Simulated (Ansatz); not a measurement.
Relaxed Ti (hcp, Mg type):

```yaml
crystal:
  lattice:
    - [2.93885, 0.00000, 0.00000]
    - [-1.46943, 2.54512, 0.00000]
    - [0.00000, 0.00000, 4.64996]
  atoms:
    - { symbol: Ti, position: [0.33333, 0.66667, 0.75000] }
    - { symbol: Ti, position: [0.66667, 0.33333, 0.25000] }
```

A phonon eigenvector at Γ is frozen into this cell: atom i moves by Q times the vector below, so Q is the largest atomic displacement, in Å. The cell is held. It is one choice among 2 degenerate patterns.

| atom | x | y | z |
|---|---|---|---|
| Ti1 | 0.000 | 1.000 | 0.000 |
| Ti2 | 0.000 | -1.000 | 0.000 |

The numbers are results of PBE (plane waves to 420 eV, PAW, scalar-relativistic; Ansatz, a quantum-chemistry and plane-wave program), not measurements. k mesh 18×18×10 (Γ-centred), Fermi-Dirac smearing 0.05 eV. With partly filled bands, energies and forces of such displacements shift with the k mesh and the smearing. The PAW data are Ansatz's earlier set. Ti is run without spin polarisation. Ti was relaxed with its symmetry unable to fall.

At one point of the scan the forces (eV/Å) are:

```
atom     Fx      Fy     Fz
----  -----  ------  -----
Ti1   0.000   0.089  0.000
Ti2   0.000  -0.089  0.000
```

**Question.** Which point is it?
A) Q = -0.030 Å
B) Q = -0.090 Å
C) Q = -0.060 Å
D) Q = -0.150 Å

**Answer.** A, Q = -0.030 Å

(For displaced atoms, the force is minus the slope of the energy, and its curvature is a force constant, which sets phonon frequencies.)
